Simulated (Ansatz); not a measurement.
BN:
```xyz
2
Lattice="0.0000 1.7413 1.7413 1.7413 0.0000 1.7413 1.7413 1.7413 0.0000" Properties=species:S:1:pos:R:3 pbc="T T T"
N      0.0000     0.0000     0.0000
B      1.7413     1.7413     1.7413
```

Relaxed with PBEsol.

**Question.** Give the optical modes at the zone centre with their infrared activity from DFPT, PBEsol in the plane-wave PAW code Ansatz.

**Answer.** Transverse frequencies, without the LO–TO term; a row sums one degenerate level.

```
ω (cm⁻¹)  degeneracy  IR ((D/Å)²/amu)  activity  symmetry
--------  ----------  ---------------  --------  --------
687i               3           167.35        IR       T1u
```

**Question.** How high does the top mode go among those that the LO–TO term moves?

**Answer.** 919 cm⁻¹ for q along x.

Space group Fm-3m (rock salt). The start of the workflow was typed in or built on a structure type; neither database checked (COD, Materials Project) lists it. It is not the phase usual at ambient conditions (space group No. 186, 194, 216). The cell was relaxed with PBEsol under the symmetry of its start. At this level the phase is dynamically unstable (imaginary phonons). Its formation energy is positive at this level, so the cell may be metastable or incomplete.

Potentials: the later of the program's two PAW sets.
